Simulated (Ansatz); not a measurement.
ZrSe in space group P-6m2 (No. 187; Zr on 1a, Se on 1d) at seven volumes, DFT-LDA in the program Ansatz with PAW potentials, shape and atoms relaxed at each. One row is withheld.

```json
[
 {"V (Å³/atom)": "17.314", "P (GPa)": "15.69"},
 {"V (Å³/atom)": "17.885", "P (GPa)": "9.61"},
 {"V (Å³/atom)": "18.456", "P (GPa)": "4.42"},
 {"V (Å³/atom)": "19.026", "P (GPa)": "0.00"},
 {"V (Å³/atom)": "19.597", "P (GPa)": "-3.77"},
 {"V (Å³/atom)": "20.168", "P (GPa)": "-6.98"},
 {"V (Å³/atom)": "20.739", "P (GPa)": "?"}
]
```

### Question
Fit the shown pressures and predict the withheld one.

### Answer
Third-order Birch–Murnaghan: P = (3/2)B₀(x^(7/2) − x^(5/2))[1 + (3/4)(B′ − 4)(x − 1)] with x = (V₀/V)^(2/3). Least squares on the six rows gives V₀ = 19.027 Å³/atom, B₀ = 135.8 GPa, B′ = 4.29. At V = 20.739, x = 0.9442 and P = -9.73 GPa. The run itself gave -9.73 GPa.

The first step of the workflow began from a Materials Project structure, measured or hypothetical; the Crystallography Open Database copy checked does not list it. Whether it is the stable phase at ambient conditions was not checked. Symmetry was held in the LDA relaxation; whether a distortion lowers the energy is not shown. No spin polarisation was allowed.

Potentials: the later of the program's two PAW sets.
